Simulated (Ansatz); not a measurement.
Values for one crystal, relaxed and computed with plane-wave PAW r²SCAN (Ansatz code); other levels are named.

Volume per atom: 15.92 Å³
Electronic character: metallic (no gap)
Mechanical stability: stable (all eigenvalues of C positive)
Elastic constants (relaxed ions, GPa): C11 = 146, C12 = 67.4, C13 = 63.8, C33 = 149, C44 = 39.0
Poisson's ratio: 0.31
Young's modulus: 104 GPa
Density of states at the Fermi level: 0.37 states/eV per atom (mean over ±0.08 eV)

Question: Pick the material that matches.
A) Ir, P6_3/mmc (Ir on 2d, Ir on 4f, Ir on 4e, Ir on 4f)
B) Al, P6_3/mmc (Al on 4f, Al on 2b, Al on 4f, Al on 2a)
C) Ta, fcc (Cu type)
D) Mg, hcp (Mg type)

Answer: B, Al, P6_3/mmc (Al on 4f, Al on 2b, Al on 4f, Al on 2a)

The start of the workflow was typed in or built on a structure type; the Crystallography Open Database copy checked does not list it. It is not the phase usual at ambient conditions (space group No. 225). The r²SCAN relaxation kept the symmetry of its start; its stability against distortions is not shown here. As this level gives no gap, shear constants depend on the k-mesh and smearing (Fermi–Dirac, 0.1 eV here).

Potentials: the earlier of the program's two PAW sets.
